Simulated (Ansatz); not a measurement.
A distorted cell of Rb (bcc, W type):

```
Rb
1.0
   -2.89112     2.89112     2.89112
    2.89112    -2.89112     2.89112
    2.89112     2.89112    -2.89112
Rb
1
Direct
  0.00000   0.00000   0.00000
```

Computed with PBE (plane waves to 420 eV, PAW, scalar-relativistic; Ansatz, a quantum-chemistry and plane-wave program). k mesh 12×12×12 (Γ-centred), Fermi-Dirac smearing 0.05 eV. Energies are smeared free energies. Stress and pressure are positive under compression. Rb was relaxed with its symmetry unable to fall.

### Question
Give the stress tensor in GPa and the pressure.

### Answer
```
   -0.1      0.0      0.0
    0.0     -0.1      0.0
    0.0      0.0     -0.1
```
The pressure, a third of the trace, is -0.1 GPa.

### Question
It is the relaxed cell scaled evenly to V/V₀ = 1.060, atoms relaxed where free. What is its energy relative to the relaxed cell?

### Answer
3 meV/atom.

(Under strain, the slope of the energy per volume gives the stress and its curvature an elastic modulus.)
